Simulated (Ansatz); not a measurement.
CaSe (rock salt), relaxed with r²SCAN (Ansatz, an electronic-structure program, plane waves, PAW): a = b = c = 5.935 Å, α = β = γ = 90.00°.

| Quantity | Result |
|---|---|
| gap (eV) | 2.52 |
| ΔH_f (eV/atom) | -2.32 |
| B₀ by P(V) fit (GPa) | 52.0 |
| K_Hill (GPa) | 52.0 |
| G_Hill (GPa) | 36.1 |
| ε∞ | 5.08 |
| ε0 | 11.1 |
| highest Γ mode, no LO–TO term (cm⁻¹) | 180 |
| electron conductivity mass (mₑ) | 0.40 |
| Θ_D (K) | 343 |

### Question
The same phase is relaxed and computed with LDA in the same code. What are the cell and these values now?

### Answer
a = 5.7909 Å, b = 5.7909 Å, c = 5.7909 Å, α = 90.00°, β = 90.00°, γ = 90.00°.

* **gap (eV)**: 1.71
* **ΔH_f (eV/atom)**: -2.11
* **B₀ by P(V) fit (GPa)**: 57.3
* **K_Hill (GPa)**: 57.3
* **G_Hill (GPa)**: 37.9
* **ε∞**: 6.02
* **ε0**: 11.8
* **highest Γ mode, no LO–TO term (cm⁻¹)**: 192
* **electron conductivity mass (mₑ)**: 0.36
* **Θ_D (K)**: 347

All cells were relaxed under the symmetry of their starts (and spin orders); stability against distortions was not tested throughout. Spin–orbit coupling is left out wherever it is not named.

Potentials: the later of the program's two PAW sets.

Ansatz is a plane-wave DFT program.

Formation energies count from the lowest solids of the elements computed at the same level, not from gases.
